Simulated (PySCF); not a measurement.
PySCF single point, HF/6-31G*, density fitting, vacuum, on borohydride, BH4 (SMILES [BH4-]), charge -1, multiplicity 1.

```python
from pyscf import gto, scf, dft
mol = gto.M(atom='''
B      0.052978    -0.136195    -0.203169
H     -0.056679     0.837622    -0.944485
H      0.987290    -0.837622    -0.583981
H     -0.987290    -0.789709    -0.229056
H      0.268703     0.245345     0.944485
''', basis='6-31G*', charge=-1, spin=0, verbose=3)
mf = scf.RHF(mol)
mf = mf.density_fit()
mf.max_cycle = 100
e = mf.kernel()
print('converged', mf.converged)
print('E_total', e)
print('nao', mol.nao)
print('HOMO', mf.mo_energy[mf.mo_occ > 0].max())
mf.dip_moment()
```

Output:

```
converged SCF energy = -26.9641380640368
converged True
E_total -26.964138064036796
nao 22
HOMO -0.17258670419775285

WARN: System has nonzero charge -1; the dipole moment is origin-dependent.
Location of origin: [0. 0. 0.]

Dipole moment(X, Y, Z, Debye): -0.25450,  0.65399,  0.97686
```

The total energy is -733.73 eV.
